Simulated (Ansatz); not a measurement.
# Band table of NaZr₂ (C15 type)

```
CELL_PARAMETERS angstrom
0.00000 4.29476 4.29476
4.29476 0.00000 4.29476
4.29476 4.29476 0.00000
ATOMIC_POSITIONS crystal
Na 0.12500 0.12500 0.12500
Na 0.87500 0.87500 0.87500
Zr 0.50000 0.50000 0.50000
Zr 0.50000 0.50000 0.00000
Zr 0.50000 0.00000 0.50000
Zr 0.00000 0.50000 0.50000
```

The cell comes from a relaxation on PAW files under the same functional, begun from a prototype that needn't be the stable phase.

Level of theory: DFT with PBE, scalar-relativistic, in Ansatz 0.2.0; a Γ-centred 7×7×7 k mesh, Fermi–Dirac smearing of 0.05 eV, no spin polarisation. LAPW: all electrons, basis error target 1 meV/atom.

Path points, in fractions of the reciprocal vectors: Γ (0.000, 0.000, 0.000), X (0.500, 0.000, 0.500), U (0.625, 0.250, 0.625), K (0.375, 0.375, 0.750), L (0.500, 0.500, 0.500), W (0.500, 0.250, 0.750). The distance column jumps between branches of the path. Levels in eV from the Fermi level; bands 51 to 76, counted from the lowest band of the run. The gap is zero, the pressure 0.01 GPa.

```
# k(1/Å) point b51 b52 b53 b54 b55 b56 b57 b58 b59 b60 b61 b62 b63 b64 b65 b66 b67 b68 b69 b70 b71 b72 b73 b74 b75 b76
0.000 Γ -23.14 -23.14 -23.14 -23.13 -23.13 -23.13 -4.57 -2.77 -1.65 -1.65 -1.65 -0.96 -0.96 -0.96 -0.34 -0.34 2.17 2.17 2.17 2.76 3.27 3.27 3.27 3.33 3.33 3.33
0.104 - -23.14 -23.14 -23.14 -23.13 -23.13 -23.13 -4.51 -2.73 -1.65 -1.62 -1.62 -0.97 -0.93 -0.93 -0.34 -0.31 2.00 2.05 2.05 2.63 3.16 3.18 3.21 3.21 3.42 3.42
0.209 - -23.14 -23.14 -23.14 -23.13 -23.13 -23.13 -4.35 -2.60 -1.64 -1.51 -1.51 -0.99 -0.85 -0.85 -0.33 -0.20 1.63 1.80 1.80 2.26 2.79 2.91 3.03 3.03 3.52 3.60
0.313 - -23.14 -23.14 -23.14 -23.13 -23.13 -23.13 -4.08 -2.39 -1.64 -1.34 -1.34 -1.02 -0.73 -0.73 -0.33 -0.02 1.22 1.54 1.54 1.74 2.23 2.61 2.74 2.74 3.48 3.70
0.418 - -23.15 -23.15 -23.14 -23.13 -23.13 -23.13 -3.73 -2.10 -1.67 -1.11 -1.11 -1.03 -0.58 -0.58 -0.33 0.22 0.84 1.17 1.32 1.32 1.61 2.28 2.38 2.38 3.46 3.67
0.522 - -23.15 -23.15 -23.14 -23.14 -23.13 -23.13 -3.30 -1.78 -1.76 -1.02 -0.87 -0.87 -0.45 -0.45 -0.34 0.51 0.55 0.59 1.04 1.16 1.16 1.94 2.01 2.01 3.44 3.55
0.627 - -23.15 -23.15 -23.14 -23.14 -23.13 -23.13 -2.83 -2.01 -1.39 -1.01 -0.63 -0.63 -0.38 -0.38 -0.36 0.08 0.39 0.62 0.85 1.10 1.10 1.57 1.68 1.68 3.43 3.43
0.731 X -23.15 -23.15 -23.14 -23.14 -23.13 -23.13 -2.38 -2.38 -1.10 -1.10 -0.50 -0.50 -0.39 -0.39 -0.27 -0.27 0.41 0.41 1.11 1.11 1.21 1.21 1.53 1.53 3.38 3.38
0.768 - -23.15 -23.15 -23.14 -23.14 -23.13 -23.13 -2.38 -2.37 -1.12 -1.10 -0.50 -0.50 -0.40 -0.39 -0.27 -0.26 0.41 0.42 1.03 1.12 1.20 1.28 1.52 1.54 3.33 3.36
0.805 - -23.15 -23.15 -23.14 -23.14 -23.13 -23.13 -2.38 -2.35 -1.17 -1.10 -0.51 -0.50 -0.41 -0.37 -0.28 -0.24 0.41 0.44 0.93 1.16 1.17 1.39 1.51 1.57 3.22 3.32
0.842 - -23.15 -23.15 -23.14 -23.14 -23.13 -23.13 -2.38 -2.31 -1.25 -1.10 -0.52 -0.50 -0.43 -0.34 -0.30 -0.22 0.40 0.47 0.83 1.12 1.22 1.50 1.51 1.63 3.10 3.27
0.879 - -23.15 -23.15 -23.14 -23.14 -23.13 -23.13 -2.39 -2.25 -1.35 -1.11 -0.55 -0.51 -0.44 -0.30 -0.30 -0.18 0.38 0.52 0.73 1.07 1.30 1.48 1.63 1.70 2.98 3.23
0.916 - -23.15 -23.15 -23.14 -23.14 -23.13 -23.13 -2.41 -2.19 -1.45 -1.12 -0.60 -0.52 -0.44 -0.31 -0.26 -0.13 0.34 0.58 0.64 1.00 1.40 1.45 1.75 1.78 2.86 3.19
0.953 - -23.15 -23.15 -23.14 -23.14 -23.13 -23.13 -2.44 -2.11 -1.54 -1.14 -0.66 -0.53 -0.43 -0.30 -0.20 -0.07 0.29 0.55 0.64 0.92 1.43 1.52 1.86 1.87 2.75 3.15
0.990 U -23.15 -23.15 -23.14 -23.14 -23.13 -23.13 -2.50 -2.03 -1.62 -1.17 -0.73 -0.56 -0.40 -0.29 -0.13 0.00 0.22 0.47 0.72 0.83 1.41 1.65 1.95 1.98 2.64 3.12
1.438 K -23.15 -23.15 -23.14 -23.14 -23.13 -23.13 -2.50 -2.03 -1.62 -1.17 -0.73 -0.56 -0.40 -0.29 -0.13 0.00 0.22 0.47 0.72 0.83 1.41 1.65 1.95 1.98 2.64 3.12
1.549 - -23.15 -23.14 -23.14 -23.14 -23.13 -23.13 -2.81 -1.77 -1.77 -1.27 -0.93 -0.68 -0.25 -0.16 -0.04 0.09 0.26 0.29 0.51 0.99 1.44 2.00 2.10 2.32 2.50 3.09
1.660 - -23.15 -23.14 -23.14 -23.13 -23.13 -23.13 -3.24 -1.91 -1.54 -1.39 -1.07 -0.88 -0.35 -0.14 0.02 0.14 0.30 0.52 0.61 1.33 1.62 1.64 2.58 2.61 2.72 3.10
1.771 - -23.15 -23.14 -23.14 -23.13 -23.13 -23.13 -3.67 -2.13 -1.50 -1.34 -1.18 -1.11 -0.59 -0.22 -0.12 -0.05 0.85 0.91 1.07 1.30 1.75 1.97 2.84 2.97 3.06 3.15
1.881 - -23.15 -23.14 -23.14 -23.13 -23.13 -23.13 -4.04 -2.38 -1.57 -1.34 -1.33 -1.19 -0.74 -0.53 -0.22 -0.08 1.30 1.32 1.32 1.66 2.22 2.39 3.02 3.18 3.20 3.45
1.992 - -23.14 -23.14 -23.14 -23.13 -23.13 -23.13 -4.32 -2.58 -1.62 -1.50 -1.50 -1.07 -0.85 -0.76 -0.29 -0.21 1.61 1.72 1.72 2.23 2.70 2.82 3.15 3.24 3.33 3.55
2.103 - -23.14 -23.14 -23.14 -23.13 -23.13 -23.13 -4.51 -2.72 -1.65 -1.62 -1.61 -0.99 -0.93 -0.91 -0.33 -0.31 1.98 2.03 2.04 2.62 3.10 3.17 3.24 3.28 3.38 3.41
2.214 Γ -23.14 -23.14 -23.14 -23.13 -23.13 -23.13 -4.57 -2.77 -1.65 -1.65 -1.65 -0.96 -0.96 -0.96 -0.34 -0.34 2.17 2.17 2.17 2.76 3.27 3.27 3.27 3.33 3.33 3.33
2.304 - -23.14 -23.14 -23.14 -23.13 -23.13 -23.13 -4.53 -2.74 -1.65 -1.63 -1.63 -0.98 -0.93 -0.93 -0.33 -0.33 2.03 2.08 2.08 2.67 3.17 3.17 3.26 3.34 3.34 3.38
2.395 - -23.14 -23.14 -23.14 -23.13 -23.13 -23.13 -4.41 -2.64 -1.63 -1.55 -1.55 -1.06 -0.85 -0.85 -0.28 -0.28 1.71 1.86 1.86 2.40 2.89 2.89 3.24 3.36 3.36 3.47
2.485 - -23.14 -23.14 -23.14 -23.13 -23.13 -23.13 -4.21 -2.51 -1.58 -1.44 -1.44 -1.18 -0.72 -0.72 -0.19 -0.19 1.32 1.59 1.59 2.01 2.52 2.52 3.20 3.37 3.37 3.56
2.576 - -23.14 -23.14 -23.14 -23.13 -23.13 -23.13 -3.96 -2.35 -1.49 -1.35 -1.30 -1.30 -0.56 -0.56 -0.05 -0.05 0.95 1.29 1.29 1.54 2.12 2.12 3.17 3.36 3.36 3.60
2.666 - -23.14 -23.14 -23.14 -23.13 -23.13 -23.13 -3.69 -2.23 -1.56 -1.34 -1.18 -1.18 -0.37 -0.37 0.13 0.13 0.66 1.01 1.01 1.06 1.73 1.73 3.14 3.35 3.35 3.62
2.757 - -23.14 -23.14 -23.14 -23.13 -23.13 -23.13 -3.44 -2.18 -1.75 -1.15 -1.09 -1.09 -0.15 -0.15 0.25 0.25 0.47 0.69 0.85 0.85 1.36 1.36 3.11 3.32 3.32 3.62
2.847 L -23.14 -23.14 -23.14 -23.13 -23.13 -23.13 -3.33 -2.18 -1.82 -1.06 -1.06 -1.04 0.01 0.01 0.19 0.19 0.37 0.55 0.95 0.95 1.09 1.09 3.11 3.30 3.30 3.59
2.921 - -23.15 -23.14 -23.14 -23.13 -23.13 -23.13 -3.30 -2.16 -1.80 -1.07 -1.04 -1.03 -0.02 0.02 0.17 0.19 0.37 0.50 0.88 0.96 1.13 1.18 3.04 3.21 3.23 3.37
2.995 - -23.15 -23.14 -23.14 -23.13 -23.13 -23.13 -3.21 -2.12 -1.75 -1.11 -1.01 -0.97 -0.10 0.07 0.11 0.16 0.35 0.39 0.78 1.01 1.15 1.36 2.82 3.06 3.09 3.14
3.069 - -23.15 -23.14 -23.14 -23.13 -23.13 -23.13 -3.06 -2.05 -1.66 -1.20 -0.96 -0.86 -0.21 0.02 0.09 0.14 0.29 0.30 0.71 1.08 1.10 1.56 2.55 2.85 2.88 2.98
3.143 - -23.15 -23.15 -23.14 -23.14 -23.13 -23.13 -2.87 -1.97 -1.57 -1.33 -0.90 -0.74 -0.29 -0.07 -0.01 0.20 0.21 0.27 0.66 1.03 1.17 1.77 2.28 2.64 2.65 2.85
3.217 - -23.15 -23.15 -23.14 -23.14 -23.13 -23.13 -2.65 -1.90 -1.50 -1.50 -0.81 -0.61 -0.33 -0.15 -0.12 0.02 0.27 0.38 0.62 0.95 1.27 1.96 2.00 2.43 2.47 2.71
3.291 - -23.15 -23.15 -23.14 -23.14 -23.13 -23.13 -2.40 -1.94 -1.59 -1.50 -0.66 -0.48 -0.34 -0.25 -0.23 -0.19 0.37 0.54 0.57 0.85 1.38 1.74 2.11 2.27 2.38 2.56
3.365 W -23.15 -23.15 -23.14 -23.14 -23.13 -23.13 -2.14 -2.14 -1.55 -1.55 -0.46 -0.46 -0.36 -0.36 -0.28 -0.28 0.48 0.48 0.71 0.71 1.53 1.53 2.18 2.18 2.44 2.44
3.417 - -23.15 -23.15 -23.14 -23.14 -23.13 -23.13 -2.16 -2.16 -1.52 -1.52 -0.47 -0.47 -0.36 -0.36 -0.28 -0.28 0.48 0.48 0.72 0.72 1.53 1.53 2.08 2.08 2.53 2.53
3.469 - -23.15 -23.15 -23.14 -23.14 -23.13 -23.13 -2.21 -2.21 -1.45 -1.45 -0.48 -0.48 -0.37 -0.37 -0.28 -0.28 0.48 0.48 0.75 0.75 1.52 1.52 1.92 1.92 2.70 2.70
3.521 - -23.15 -23.15 -23.14 -23.14 -23.13 -23.13 -2.26 -2.26 -1.35 -1.35 -0.49 -0.49 -0.38 -0.38 -0.27 -0.27 0.47 0.47 0.80 0.80 1.51 1.51 1.77 1.77 2.86 2.86
3.574 - -23.15 -23.15 -23.14 -23.14 -23.13 -23.13 -2.31 -2.31 -1.26 -1.26 -0.50 -0.50 -0.38 -0.38 -0.26 -0.26 0.45 0.45 0.87 0.87 1.47 1.47 1.64 1.64 3.03 3.03
3.626 - -23.15 -23.15 -23.14 -23.14 -23.13 -23.13 -2.35 -2.35 -1.17 -1.17 -0.50 -0.50 -0.39 -0.39 -0.26 -0.26 0.43 0.43 0.95 0.95 1.38 1.38 1.57 1.57 3.18 3.18
3.678 - -23.15 -23.15 -23.14 -23.14 -23.13 -23.13 -2.37 -2.37 -1.12 -1.12 -0.50 -0.50 -0.39 -0.39 -0.26 -0.26 0.42 0.42 1.04 1.04 1.28 1.28 1.54 1.54 3.31 3.31
3.730 X -23.15 -23.15 -23.14 -23.14 -23.13 -23.13 -2.38 -2.38 -1.10 -1.10 -0.50 -0.50 -0.39 -0.39 -0.27 -0.27 0.41 0.41 1.11 1.11 1.21 1.21 1.53 1.53 3.38 3.38
```
